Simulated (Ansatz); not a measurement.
Property card for SiSe2

SiSe$_{2}$:
```cif
data_Se4Si2
_chemical_formula_sum 'Si2 Se4'
_space_group_name_H-M_alt 'P 1'
_space_group_IT_number 1
_cell_length_a 5.75609
_cell_length_b 6.28640
_cell_length_c 3.54161
_cell_angle_alpha 90.000
_cell_angle_beta 90.000
_cell_angle_gamma 90.000
loop_
_space_group_symop_operation_xyz
  'x, y, z'
loop_
_atom_site_label
_atom_site_type_symbol
_atom_site_fract_x
_atom_site_fract_y
_atom_site_fract_z
_atom_site_occupancy
Si1 Si 0.00000 0.00000 0.00000 1
Si2 Si 0.50000 0.50000 0.50000 1
Se1 Se 0.26063 0.35391 0.00000 1
Se2 Se 0.76063 0.14609 0.50000 1
Se3 Se 0.23937 0.85391 0.50000 1
Se4 Se 0.73937 0.64609 0.00000 1
```

Space group Pnnm (No. 58); conventional cell a = 5.7561 Å, b = 6.2864 Å, c = 3.5416 Å, α = β = γ = 90.00°.

Method: plane-wave PAW PBE (Ansatz code). Geometry: relaxed at this level of theory. Other levels are named where they apply.

Cell and energy:

| Quantity | Value |
|---|---|
| Volume per atom | 21.36 Å³ |
| Density | 4.82 g/cm³ |
| Formation energy from the elements (no fitted shifts) | -0.094 eV/atom |

Electronic structure:

| Quantity | Value |
|---|---|
| Electronic character | metallic (no gap) |
| Density of states at the Fermi level | 0.03 states/eV per atom (mean over ±0.08 eV) |

Mechanics:

| Item | Result |
|---|---|
| Bulk modulus (Birch–Murnaghan fit) | 35.9 GPa |
| Pressure derivative B′ | 13.2 |

A made-up cell: these elements were put on the sites of a structure type; neither database checked (COD, Materials Project) lists it. COD files the formula under space group No. 72, so this cell is another polymorph or a model. Whether it is the stable phase at ambient conditions was not checked. Symmetry was held in the PBE relaxation; its stability against distortions is not shown here. A small band overlap can be real or an error of a semilocal functional. The references are the lowest solids computed at this level, not always the standard phases. Spin–orbit coupling is left out wherever it is not named.

Potentials: the later of the program's two PAW sets.
